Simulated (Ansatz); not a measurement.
Al₃Ni₂:
```xyz
5
Lattice="3.9655 0.0000 0.0000 -1.9827 3.4342 0.0000 0.0000 0.0000 4.8075" Properties=species:S:1:pos:R:3 pbc="T T T"
Al     0.0000     0.0000     0.0000
Al     0.0000     2.2895     3.1155
Al     1.9827     1.1447     1.6921
Ni     0.0000     2.2895     0.7015
Ni     1.9827     1.1447     4.1060
```

This is the LDA-relaxed structure.

### Question
All from plane-wave PAW LDA (Ansatz code), unless another level is named. Give the density of states at the Fermi level.

### Answer
0.26 states/eV per atom (mean over ±0.08 eV).

### Question
Next, the formation energy from the elements (no fitted shifts)?

### Answer
-0.66 eV/atom.

Space group P-3m1 (La2O3 or Ni2Al3 type). The first step of the workflow began from a Materials Project structure, measured or hypothetical; the Crystallography Open Database copy checked does not list it. Whether it is the stable phase at ambient conditions was not checked. The LDA relaxation kept the symmetry of its start; of distortions, only those at the zone centre were tested. No spin polarisation was allowed. The references are the lowest solids computed at this level, not always the standard phases.

Potentials: the later of the program's two PAW sets.
